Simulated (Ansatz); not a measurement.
A plane-wave DFT run in Ansatz 0.2.0 (scalar-relativistic PAW potentials unless the input names others): input and command.

```yaml
crystal:
  lattice:
    - [5.1043402562, 0.0, 0.0]
    - [-2.5521701281, 4.4204883314, 0.0]
    - [0.0, 0.0, 3.0742892131]
  atoms:
    - { symbol: "Y", position: [0.3333333333, 0.6666666667, 0.5], spin: -0.21 }
    - { symbol: "Y", position: [0.6666666667, 0.3333333333, 0.5], spin: -0.21 }
    - { symbol: Fe, position: [0.0, 0.0, 0.0], spin: 3.21 }
basis:
  ecutwfc: 420
kpoints:
  mp_grid: { grid: [12, 12, 16] }
hamiltonian:
  xc: pbe
  pseudopotentials: { kind: nc }
scf:
  occupations: { method: gaussian, width: 0.1 }
  max_iter: 50
output:
  forces: true
  eigenvalues: true
  stress: true
magnetization:
  spin_polarized: true
  spin_orbit: true
```

```bash
ansatz run input.yaml --threads 1 --pin off --max-ram 2560MiB --backend cpu --events-out ev --progress --plain --runs-dir out
```

Question: What is wrong with this input?

Answer: The program refuses it, because of spin-orbit coupling on scalar files and without noncollinear: true (magnetization: {"spin_polarized": true} → {"spin_polarized": true, "spin_orbit": true}; hamiltonian.pseudopotentials: not typed → {"kind": "nc"}). With the sound run's settings it is accepted.

Abridged log:
```
Error: 2 input errors — fix all and re-run
  1. inconsistent input (magnetization.spin_orbit, magnetization.noncollinear): true requires noncollinear: true — spin–orbit coupling acts on 2-spinor wavefunctions; set both flags
  2. inconsistent input (magnetization.spin_orbit, hamiltonian.pseudopotentials.kind): true requires a fully-relativistic hamiltonian.pseudopotentials.kind (nc_fr or paw_fr), or kind: all_electron without datasets and azcp, which then solves Dirac's equation on LAPW. paw_fr resolves this project's PAW files (source: ansatz) by j as it reads them
```